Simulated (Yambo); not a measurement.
LiBaF3 (cubic perovskite, space group Pm-3m, No. 221), G0W0@PBEsol in Yambo with this input:

```
rim_cut
gw0
dyson
el_el_corr
HF_and_locXC
ppa
em1d
RandQpts= 1000000
RandGvec= 1 Ry
EXXRLvcs= 84 Ry
VXCRLvcs= 336 Ry
Chimod= "HARTREE"
% BndsRnXp
 2 | 121 |
%
NGsBlkXp= 8 Ry
% LongDrXp
 1.0 | 1.0 | 1.0 |
%
PPAPntXp= 27.2114 eV
% GbndRnge
 1 | 121 |
%
GTermKind= "BG"
DysSolver= "n"
ExtendOut
```

On a 4×4×4 mesh, with wavefunctions cut at 84 Ry, the gap (Γ → Γ) is 9.843 eV and the valence edge shifts by -2.114 eV.

Task: What happens with this change: 3 Ry block?

Result: The gap rises by 0.279 eV, to 10.122 eV; the shift of the valence edge becomes -2.388 eV. Neither run is shown to be the converged limit.

Geometry of the Materials Project entry, not relaxed at this level; primitive cell a = 3.989 Å, b = 3.989 Å, c = 3.989 Å, α = 90.00°, β = 90.00°, γ = 90.00°.

The structure is a Materials Project entry; no match was found in the copy of COD used, and its stability was not checked.

A shift is the quasiparticle energy of the state minus its PBEsol energy.
